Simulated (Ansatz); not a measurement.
FeSi:
```xyz
8
Lattice="4.4033 0.0000 0.0000 0.0000 4.4033 0.0000 0.0000 0.0000 4.4033" Properties=species:S:1:pos:R:3 pbc="T T T"
Fe     0.6027     0.6027     0.6027
Fe     1.5989     3.8006     2.8044
Fe     2.8044     1.5989     3.8006
Fe     3.8006     2.8044     1.5989
Si     3.7033     3.7033     3.7033
Si     2.9017     0.7001     1.5016
Si     1.5016     2.9017     0.7001
Si     0.7001     1.5016     2.9017
```

Relaxed with PBEsol.

Question: Give the optical modes at the zone centre with their infrared activity from DFPT, PBEsol in the plane-wave PAW code Ansatz.

Answer: Transverse frequencies, without the LO–TO term; a row sums one degenerate level.

```csv
ω (cm⁻¹),degeneracy,IR ((D/Å)²/amu),activity,symmetry
214,2,0.00,IR-inactive,E
236,3,43.54,IR,T
249,1,0.00,IR-inactive,A
308,3,0.01,IR,T
351,3,136.06,IR,T
353,2,0.00,IR-inactive,E
376,3,44.54,IR,T
414,1,0.00,IR-inactive,A
479,3,67.32,IR,T
```

Question: How high does the top mode go among those that the LO–TO term moves?

Answer: 487 cm⁻¹ for q along x.

Space group P2_13. Symmetry was held in the PBEsol relaxation. The workflow began spin-polarised and lost its moments.

Potentials: the later of the program's two PAW sets.
